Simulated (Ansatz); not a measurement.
The start is a generated trial cell of Ti3Al in the AFLOW prototype AB3_hP8_182_c_g (as in Fe3C). A full variable-cell relaxation at zero pressure is run with PBEsol (plane waves to 420 eV, PAW, scalar-relativistic; Ansatz, a program for electronic structure). The first steps use a coarse 7×7×7 k-mesh.

The start:
```yaml
crystal:
  lattice:
    - [5.74379, 0.00000, 0.00000]
    - [-2.87190, 4.97427, 0.00000]
    - [0.00000, 0.00000, 4.97968]
  atoms:
    - { symbol: Ti, position: [0.32491, 0.00000, 0.00000] }
    - { symbol: Ti, position: [0.32491, 0.32491, 0.50000] }
    - { symbol: Ti, position: [0.00000, 0.32491, 0.00000] }
    - { symbol: Ti, position: [0.67509, 0.00000, 0.50000] }
    - { symbol: Ti, position: [0.67509, 0.67509, 0.00000] }
    - { symbol: Ti, position: [0.00000, 0.67509, 0.50000] }
    - { symbol: Al, position: [0.33333, 0.66667, 0.25000] }
    - { symbol: Al, position: [0.66667, 0.33333, 0.75000] }
```

Which atoms feel the largest initial force, and how large is it?

2.27 eV/Å, on Ti1, Ti2, Ti3, Ti4, Ti5, Ti6 (atoms numbered as listed).

How much energy is released per atom?

0.74 eV/atom.

How does the volume per atom move from start to end?

-1.6 %, from 17.78 to 17.50 Å³/atom.

How do the shortest distances between atoms change?

The closest pairs of elements (up to four, under 3.6 Å), start → end: Al–Ti 2.30 → 2.72 Å; Ti–Ti 3.11 → 2.71 Å; Al–Al 4.15 → 2.85 Å.

The space group stays P6₃22 (No. 182) (the run could not lower it), with 8 atoms in the primitive cell. Final values are on a 7×7×16 k-mesh of the relaxed cell. No spin polarisation in the result.

The run could not lower the symmetry of its start; a shaken copy of this end point relaxes with PBEsol to P-62m (No. 189), 0.30 eV/atom lower.

The relaxed structure here is a generated cell of Ti3Al: the first start was made by placing the elements on the sites of a structure type, and the end was not matched to a known phase here, so it may be hypothetical. Known forms of Ti3Al include space group No. 194.
